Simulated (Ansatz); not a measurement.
**MgO$_{2}$: the gap against volume**

MgO$_{2}$, R-3m, a = 3.168 Å, c = 10.372 Å. The structure is a Materials Project entry; whether it is the stable form wasn't checked. Ansatz: PBEsol, PAW, 420 eV, Γ-centred 12×12×12 mesh on 3 atoms, Gaussian smearing 0.02 eV; no spin polarisation. Shape and atoms are relaxed at each volume; x = ln(V/V0) with V0 = 10.014 Å³/atom. The gap is read at the mesh points alone.

| x | gap y (eV) |
| --- | --- |
| -0.1278 | 2.882 |
| -0.0943 | ? |
| -0.0619 | 2.674 |
| -0.0305 | 2.574 |
| 0.0000 | 2.477 |
| 0.0296 | 2.384 |
| 0.0583 | 2.295 |
| 0.0953 | 2.182 |

Problem. Fit a straight line to the other rows, give the volume deformation potential of the gap and its pressure coefficient, and predict the missing gap. B0 = 127.6 GPa.

Solution. Means x = -0.005286, y = 2.4954; Σ(Δx)² = 0.03426, ΣΔxΔy = -0.1077; the slope is their ratio. y = 2.4788 − 3.1441 x. The slope is the deformation potential a = dE_g/d ln V = -3.14 eV, and dE_g/dP = −a/B0 = 24.6 meV/GPa. At x = -0.0943 the fit asked for gives 2.775 eV. The run gave 2.777 eV, so the fit is 0.002 eV too low, within twice the rms miss on the fitted rows (0.002 eV).

Semilocal functionals give gaps under the measured ones; changes of the gap mostly carry over better.